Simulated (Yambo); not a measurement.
```xyz
4
Lattice="4.0727 0.0000 0.0000 -2.0363 3.5270 0.0000 0.0000 0.0000 6.5156" Properties=species:S:1:pos:R:3 pbc="T T T"
Li     2.0363     1.1757     5.7210
Li     0.0000     2.3514     2.4632
Br     2.0363     1.1757     3.2379
Br     0.0000     2.3514     6.4957
```

LiBr (wurtzite, space group P6_3mc, No. 186) under isotropic strain of -1.5 % on all lattice vectors: mean Im ε in 1 eV windows above the direct gap of 7.46 eV, for different electron-hole kernels (Yambo, broadening 0.15 eV, PBEsol (pw.x of Quantum ESPRESSO, ONCV potentials, scalar-relativistic) bands; 9×9×4 mesh, 6 valence and 4 conduction bands, static screening with 46 bands and a 4 Ry block, scissor 2.52 eV, Tamm-Dancoff; field along x).

```tsv
window (eV)	independent quasiparticles	BSE
7.5 to 8.5	0.7	4.3
8.5 to 9.5	2.3	3.1
9.5 to 10.5	5.0	2.7
10.5 to 11.5	4.2	2.3
```

This run doesn't resolve bound excitons or single peaks, so only averages are given, and they too depend on the mesh; weight that the attraction moves below the gap isn't listed. All transitions below 11.55 eV are in the band window. The scissor comes from a G0W0 run whose convergence isn't established.

Spin-orbit splittings are left out.

Geometry strained from the cell relaxed with PBEsol, atoms relaxed again.

This is not the ordinary phase of the substance; no match was found in the copy of COD used, and its stability was not checked.
